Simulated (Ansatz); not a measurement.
The relaxed structure here is a generated cell of VBiO4: the first start was made by a random draw of sites in a space group, and the end was not matched to a known phase here, so it may be hypothetical. Known forms of VBiO4 include space group No. 88.

A relaxed structure of VBiO4. Space group P-3m1 (No. 164). Computed with PBEsol (plane waves to 420 eV, PAW, scalar-relativistic; Ansatz, a quantum-chemistry and plane-wave program).

```cif
data_BiO4V
_chemical_formula_sum 'Bi1 O4 V1'
_space_group_name_H-M_alt 'P-3m1'
_space_group_IT_number 164
_space_group_name_Hall '-P 3 2"'
_cell_length_a 3.63915
_cell_length_b 3.63915
_cell_length_c 8.03621
_cell_angle_alpha 90.000
_cell_angle_beta 90.000
_cell_angle_gamma 120.000
loop_
_atom_site_label
_atom_site_type_symbol
_atom_site_symmetry_multiplicity
_atom_site_Wyckoff_symbol
_atom_site_fract_x
_atom_site_fract_y
_atom_site_fract_z
_atom_site_occupancy
Bi1 Bi 1 b 0.00000 0.00000 0.50000 1
O1 O 2 d 0.66667 0.33333 0.41518 1
O2 O 2 c 0.00000 0.00000 0.21000 1
V1 V 1 a 0.00000 0.00000 0.00000 1
```

**Question.** What magnetic moment does PBEsol give?

**Answer.** Net 0.27 μB/atom, ferromagnetic.

Spin state reached: ferromagnetic (net 0.27 μB/atom), from parallel starting moments; other spin orders were not run from this start. No Hubbard U is applied.

The run could not lose the symmetry of its start: the end is stationary, and may be a saddle point rather than a minimum.
